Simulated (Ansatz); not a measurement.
## Formation energy of YSe

```
CELL_PARAMETERS angstrom
0.00000 2.82063 2.82063
2.82063 0.00000 2.82063
2.82063 2.82063 0.00000
ATOMIC_POSITIONS crystal
Y 0.50000 0.50000 0.50000
Se 0.00000 0.00000 0.00000
```

The cell comes from a relaxation on PAW files under the same functional, begun from a database entry that needn't be the ground state.

All numbers are LDA results (scalar-relativistic) from Ansatz 0.2.0, with a Γ-centred 9×9×9 k mesh, Fermi–Dirac smearing of 0.02 eV, no spin polarisation. Methods: LAPW: all electrons, basis error target 0.5 meV/atom; PAW: frozen-core files, cutoff 420 eV.

The elements are taken as Se trigonal Se, Y hcp, each relaxed on PAW files under the same functional and computed by the same method as the compound; zero-point and thermal terms are left out. LDA tends to overbind the layered or molecular reference states.

The PAW files were made under PBE.

Task: Give the formation energy by each method, with the residual pressure at this cell and the LAPW gap.

Result: 

```
method  ΔE(formation) (eV/atom)  P at this cell (GPa)  gap (eV)
  LAPW                   -1.920                  0.02      0.00
   PAW                   -1.921                  0.01         –
```

Task: Give the LAPW value for one formula unit in kJ/mol.

Result: -1.920 eV/atom × 2 atoms × 96.485 kJ/(mol·eV) = -370.5 kJ/mol, at zero temperature and without zero-point motion.
